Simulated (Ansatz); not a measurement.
**Cl: computed property card**

Cl:
```
Cl
1.0
    3.99334    -2.14669     0.00000
    3.99334     2.14669     0.00000
    0.00000     0.00000     8.33554
Cl
4
Direct
  0.88645   0.11355   0.60653
  0.11355   0.88645   0.39347
  0.61355   0.38645   0.10653
  0.38645   0.61355   0.89347
```

Space group Cmce (No. 64), molecular I2 type; conventional cell a = 7.987 Å, b = 4.293 Å, c = 8.336 Å, α = β = γ = 90.00°.

Method: the program Ansatz at the PBE level (PAW). Geometry: relaxed at this level of theory. Other levels are named where they apply.

**Cell and energy**

```yaml
volume_per_atom: 35.73 Å³
density: 1.65 g/cm³
```

**Electronic structure**

```yaml
band_gap: 2.30 eV (direct)
valence_band_maximum: at Γ
conduction_band_minimum: at Γ
```

**Mechanics**

```yaml
Bulk modulus (Birch–Murnaghan fit): 1.3 GPa
Pressure derivative B′: 9.2
Elastic constants (relaxed ions, GPa): C11 = 1.4, C22 = 5.1, C33 = 9.9, C12 = 0.6, C13 = 0.3, C23 = 3.4, C44 = 4.6, C55 = 0.2, C66 = 0.3
mechanical_stability: marginal (the smallest eigenvalue of C is near zero)
```

The PBE relaxation kept the symmetry of its start. The substance is a gas or liquid at ambient conditions; this is its low-temperature solid. The volume lies over 15 % above that of the usual cell of this phase: another minimum, or an error of the functional. A crystal of weakly bound molecules computed without a dispersion correction: the cell and the soft elastic constants depend strongly on that.

Potentials: the later of the program's two PAW sets.
